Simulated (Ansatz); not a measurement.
# CoO: which magnetic state is lowest?

Computed with Ansatz 0.2.0, DFT PBE+U, scalar-relativistic, plane waves, PAW.

```
Co O
1.0
    -1.50800    1.50800    2.10725
     1.50800   -1.50800    2.10725
     1.50800    1.50800   -2.10725
Co O
1 1
Direct
  0.00000 0.00000 0.00000
  0.50000 0.50000 0.00000
```

| Item | Value |
| --- | --- |
| plane-wave cutoff | 420 eV |
| Γ-centred k-mesh | 12×12×12 |
| occupation rule | Gaussian smearing, 0.02 eV |
| U_eff on Löwdin-orthogonalised atomic d orbitals | Co 3.32 eV |
| list of starting moments (μB, in atom order) | 3 0 |
| check for lower electronic states after the SCF | asked for but not made |

All runs keep this geometry, which isn't relaxed for the lowest state (largest force there 0.000 eV/Å, pressure 10.4 GPa) and needn't be a stable compound; relaxing each order would shift the differences by some 40 meV/atom, going by the pressures and a bulk modulus of about 150 GPa. The large starts are 4.5 0 μB. The small starts are 0.5 0 μB. Site moments are spin moments in atom-centred spheres that scale with the neighbour distance. The states are those that the runs reached from these starts; a lower one can exist. No antiferromagnetic start is among these.

Problem. Starts tried: no spin; ferromagnetic; large parallel starting moments; small parallel starting moments. Which state comes out lowest, and what are the moments?

Solution. The lowest state is ferromagnetic, reached from every spin-polarised start, with site moments (μB) Co +2.59, O +0.23.

```csv
start,ends,energy above lowest (meV/atom),site moments (μB),gap on mesh (eV),P (GPa)
no spin,non-magnetic,747,none over 0.05,metal,-17.4
ferromagnetic,ferromagnetic,0.00,"Co +2.59, O +0.23",1.19,10.4
large parallel starting moments,ferromagnetic,0.00,"Co +2.59, O +0.23",1.19,10.4
small parallel starting moments,ferromagnetic,0.00,"Co +2.59, O +0.23",1.19,10.4
```

Cost: 4 runs of about 14 core-minutes in all, on Arm Neoverse V2 (shared hosts).